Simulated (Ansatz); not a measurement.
## Al₃GaN₄: the gap against volume

Al₃GaN₄, Pm, a = 5.038 Å, b = 3.125 Å, c = 5.410 Å, β = 90.0°. The structure is a Materials Project entry; whether it is the stable form wasn't checked. Ansatz: r2SCAN, PAW, 500 eV, Γ-centred 6×8×4 mesh on 8 atoms, Gaussian smearing 0.02 eV; no spin polarisation. Shape and atoms are relaxed at each volume; x = ln(V/V0) with V0 = 10.647 Å³/atom. The gap is read at the mesh points alone.

```
      x gap y (eV)
-0.1278       5.226
-0.0943       4.945
-0.0619       4.668
-0.0305       4.402
 0.0000       4.146
 0.0296       3.901
 0.0583           ?
 0.0953       3.366
```

Problem. Fit a straight line to the other rows, give the volume deformation potential of the gap and its pressure coefficient, and predict the missing gap. B0 = 207.2 GPa.

Solution. Means x = -0.02709, y = 4.3791; Σ(Δx)² = 0.03481, ΣΔxΔy = -0.2909; the slope is their ratio. y = 4.1528 − 8.3560 x. The slope is the deformation potential a = dE_g/d ln V = -8.36 eV, and dE_g/dP = −a/B0 = 40.3 meV/GPa. At x = 0.0583 the fit asked for gives 3.666 eV. The run gave 3.665 eV, so the fit is 0.001 eV too high, within the rms miss on the fitted rows (0.006 eV).

Semilocal functionals give gaps under the measured ones; changes of the gap mostly carry over better.